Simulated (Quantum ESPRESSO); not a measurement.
In$_{3}$CuAgSnMo$_{2}$ (calculated)

Calculation on a made-up metal alloy cell, not a measurement, the site pattern found by running every listed pattern: no spin or spin-orbit, unrelaxed, 2900 K smearing, stress positive in tension, cell energy less fitted offsets; periodic Kohn-Sham density functional theory in plane waves with PseudoDojo standard norm-conserving scalar-relativistic pseudopotentials, each functional with its own files (v0.5 for PBE, v0.4.1 for LDA and PBEsol), eight atoms on drawn sites of a strained close-packed or body-centred lattice, each displaced and held fixed; the energy is the cell's free energy, ions and the entropy term -TS included, at the stated Fermi-Dirac width, less a fixed offset for each atom's element (shifted free energy); compositions with an open d shell lost a parallel starting moment in a cheaper test run, and other magnetic orders were not tried; an error bar is the largest change of its kind in a tighter rerun, never given below 0.002 eV, 0.02 GPa or 0.003 eV/angstrom, and covers cutoff and k-mesh only, not smearing or the files. Program: Quantum ESPRESSO 7.5.

Entry: In$_{3}$CuAgSnMo$_{2}$

| Item | Value |
| --- | --- |
| lattice type | hexagonal close-packed |
| functional | pbe |
| cutoff | 1252 eV |
| fermi dirac smearing | 0.25 eV |
| electrons removed | 0 |
| computed entropy term negative ts | -1.306 eV |
| computed pressure | 7.77 GPa |
| computed stress xx | -3.41 GPa |
| computed stress yy | -11.57 GPa |
| computed stress zz | -8.32 GPa |
| computed stress yz | -1.02 GPa |
| computed stress xz | 0.54 GPa |
| computed stress xy | -1.4 GPa |
| k mesh | 5 x 5 x 4 shifted half a step off Gamma on each axis |
| computed shifted free energy | 1.31 eV |
| found pattern | 2 |

Cell:
```
vector    x (Å)    y (Å)   z (Å)
     a  -0.0218   0.0337  -4.689
     b  -0.0073    5.104  -0.037
     c   6.0491  -0.0084  0.0277
```

Atoms:
```
atom site  atom x (Å)  atom y (Å)  atom z (Å)  pattern 1 element  pattern 2 element  pattern 3 element  pattern 4 element  pattern 5 element  pattern 6 element
        1     -0.0207      0.0069     -0.1017                 In                 In                 Cu                 Sn                 Sn                 Ag
        2      3.0033      0.0531     -0.0242                 Cu                 Sn                 Sn                 In                 In                 In
        3      1.4663      2.4728     -0.0193                 Sn                 Mo                 In                 Mo                 Ag                 In
        4      4.5471      2.5628      0.0761                 In                 In                 In                 In                 In                 In
        5      0.1615      1.6649     -2.3546                 Mo                 Cu                 In                 In                 Mo                 Sn
        6      3.2001      1.7109     -2.3772                 Ag                 In                 Mo                 Mo                 Mo                 Cu
        7      1.3799      4.3225     -2.4129                 Mo                 Ag                 Mo                 Ag                 Cu                 Mo
        8      4.4635      4.2739     -2.2278                 In                 Mo                 Ag                 Cu                 In                 Mo
```

Offsets:
```
element  energy per atom (eV)
     Ag              -4218.03
     Cu              -5159.25
     In              -1808.02
     Mo              -1911.95
     Sn              -2144.16
```

Computed forces:
```
site  x (eV/Å)  y (eV/Å)  z (eV/Å)
   1      0.63     0.327     0.907
   2    -1.028    -1.392      0.41
   3     0.396     0.563    -0.238
   4      1.17      0.78    -0.331
   5    -0.111     0.347    -0.147
   6    -1.046     0.549     0.532
   7    -0.039    -0.583    -0.191
   8     0.029     -0.59    -0.941
```

Found structure:
```xyz
8
Lattice="-0.0218 0.0337 -4.6890 -0.0073 5.1040 -0.0370 6.0491 -0.0084 0.0277" Properties=species:S:1:pos:R:3 In3CuAgSnMo2
In    -0.0207     0.0069    -0.1017
Sn     3.0033     0.0531    -0.0242
Mo     1.4663     2.4728    -0.0193
In     4.5471     2.5628     0.0761
Cu     0.1615     1.6649    -2.3546
In     3.2001     1.7109    -2.3772
Ag     1.3799     4.3225    -2.4129
Mo     4.4635     4.2739    -2.2278
```

Notes: the copper pseudopotential is less sure than most, with forces differing by about three percent and pressure by about two GPa from a second method on plain copper; the tin pseudopotential is less sure than most, with forces differing by about three percent from a second method on plain tin; a spin test at this wide smearing found no moment, but such smearing suppresses magnetism that the real alloy may have; lattice, volume and sites are drawn at random and may be unstable or far from any real phase; energies are for the whole cell, less offsets fitted to these runs, so they are not formation energies; error bars: energy 0.0062 eV, stress 0.02 GPa, force 0.0048 eV/Å, from a tighter rerun of this or a related cell; largest difference from nearest other candidate 303 error bars.
